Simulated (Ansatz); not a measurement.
Co₆W₇ in space group R-3m (No. 166; Pearson symbol hR13) at seven volumes, plane-wave PAW r²SCAN (Ansatz code), shape and atoms relaxed at each. One row is withheld.

| V (Å³/atom) | P (GPa) |
|---|---|
| 11.831 | 36.96 |
| 12.221 | 22.62 |
| 12.611 | 10.40 |
| 13.001 | 0.00 |
| 13.391 | -8.86 |
| 13.781 | ? |
| 14.171 | -22.77 |

Question: Fit the shown pressures and predict the withheld one.

Answer: Third-order Birch–Murnaghan: P = (3/2)B₀(x^(7/2) − x^(5/2))[1 + (3/4)(B′ − 4)(x − 1)] with x = (V₀/V)^(2/3). Least squares on the six rows gives V₀ = 13.001 Å³/atom, B₀ = 319.0 GPa, B′ = 4.36. At V = 13.781, x = 0.9619 and P = -16.37 GPa. The run itself gave -16.38 GPa.

The start of the workflow was typed in or built on a structure type; neither database checked (COD, Materials Project) lists it. Its standing as an ambient phase is unchecked. Symmetry was held in the r²SCAN relaxation; its stability against distortions is not shown here. The workflow began spin-polarised and lost its moments. Scalar-relativistic: spin–orbit coupling is off unless named, which matters more the heavier the elements.

Potentials: the earlier of the program's two PAW sets. The files were generated under PBE; for other functionals the program regenerates the frozen cores, and for LDA and PBEsol the local potential too.
